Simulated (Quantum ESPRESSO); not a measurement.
**Quadrupole interaction in MoP**

```yaml
crystal:
  lattice:
    - [3.23476, 0.00000, 0.00000]
    - [-1.61738, 2.80138, 0.00000]
    - [0.00000, 0.00000, 3.18228]
  atoms:
    - { symbol: Mo, position: [0.00000, 0.00000, 0.00000] }
    - { symbol: P, position: [0.33333, 0.66667, 0.50000] }
```
Geometry: a computed entry of the Materials Project; it was not checked against measured cells. It is MoP in P-6m2; whether this form has been observed was not checked. Stability against distortions was not tested. The run has no spin polarisation.

Convention: |Vzz| is the largest principal value, η_Q = (Vxx − Vyy)/Vzz, |C_Q| = |eQVzz/h|. Cores are frozen. Against all-electron runs on small test molecules, this scheme's |Vzz| missed by +6 % on Mo. P had no test against all-electron runs. The run is metallic or nearly gapless at this level (smeared occupations), so gradients converge slowly with the k-mesh. The structure is static (0 K, no zero-point motion).

Quadrupole moments taken as inputs (sizes, barn, from the tables of PySCF and pymatgen): ⁹⁵Mo 0.022.

Question: What do the calculations give at each independent site (field gradients by PBE PAW (JTH datasets; density from pw.x of a modified build of Quantum ESPRESSO, gradients reconstructed from it by a script), 20 Ha, k-mesh 14×14×12 through Γ)?

Answer: 
```tsv
site	site symmetry	Vzz (10²¹ V/m²)	η_Q	∣C_Q∣ (MHz)
Mo (atom 1)	-6m2	-1.52	0.00	0.81 (⁹⁵Mo)
P (atom 2)	-6m2	-0.61	0.00	–
```
